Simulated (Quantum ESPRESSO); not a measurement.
## Mg3GaO4 (a curve over strain)

Simulated, not a measurement. The program is pw.x of Quantum ESPRESSO 7.5 (plane-wave density functional theory). The cell is made up: 8 atoms on a zincblende/diamond lattice, with randomly drawn elements, strain and displacements, not relaxed. PseudoDojo standard norm-conserving files (v0.5 for PBE, v0.4.1 for LDA and PBEsol) set the functional; there is no spin polarisation, spin-orbit coupling or dispersion term, and the masses in the input are unused placeholders. A spin-polarised start on this cell or one of its family kept no moment.

Seven runs add a strain to one cell (the same along x and y); the atoms follow the cell and are not relaxed. Stress in the table is positive in tension.

Input of the run at +0.0002:

```
&control calculation='scf', pseudo_dir='./dojo.nc.sr.pbe.v0_5.standard.upf', outdir='./o', disk_io='low', tprnfor=.true., tstress=.true. /
&system ibrav=0, nat=8, ntyp=3, nbnd=44, ecutwfc=84.00895049, nosym=.true., tot_charge=0,
 occupations='smearing', smearing='fd', degauss=0.0073498644
/
&electrons conv_thr=7.350e-09, electron_maxstep=60, /
ATOMIC_SPECIES
Ga 1.0 Ga.upf
Mg 1.0 Mg.upf
O 1.0 O.upf
CELL_PARAMETERS angstrom
4.6813 -0.0509 0.0265
-0.0509 4.7447 -0.0529
0.0265 -0.0529 4.7283
ATOMIC_POSITIONS angstrom
Mg 0.0143 0.0106 -0.0823
Ga -0.0056 2.3678 2.3099
Mg 2.2929 -0.0531 2.3807
Mg 2.3054 2.3441 -0.0089
O 1.157 1.1705 1.2283
O 1.1494 3.4611 3.5476
O 3.5822 1.179 3.5237
O 3.4544 3.4879 1.1533
K_POINTS automatic
6 6 6 1 1 1
```

| added strain | free energy less that of the input shown (eV) | stress xx (GPa) | stress yy (GPa) | stress zz (GPa) | stress xy (GPa) | pressure (GPa) | iterations |
| --- | --- | --- | --- | --- | --- | --- | --- |
| -0.0217 | -0.0064 | -2.65 | -2.15 | -0.99 | -0.60 | 1.93 | 11 |
| -0.0161 | -0.0189 | -1.26 | -0.71 | 0.12 | -0.62 | 0.62 | 11 |
| -0.0052 | -0.0150 | 1.27 | 1.89 | 2.12 | -0.66 | -1.76 | 11 |
| -0.0030 | -0.0097 | 1.76 | 2.39 | 2.49 | -0.67 | -2.21 | 11 |
| +0.0002 | 0.0000 | 2.44 | 3.10 | 3.02 | -0.68 | -2.85 | 11 |
| +0.0070 | 0.0310 | 3.84 | 4.54 | 4.09 | -0.70 | -4.15 | 11 |
| +0.0194 | 0.1190 | 6.18 | 6.95 | 5.84 | -0.73 | -6.32 | 11 |

A cubic fit gives a slope of stress xx against the added strain of 212 GPa at zero added strain, with the atoms clamped. Across the table the free energy follows the integral of the stress to within 2.4 meV. A rerun of one of the cells at 1437 eV and a 8 x 8 x 8 mesh moved values by no more than 0.007 eV in energy, 0.04 GPa in stress and 0.009 eV/Å in force.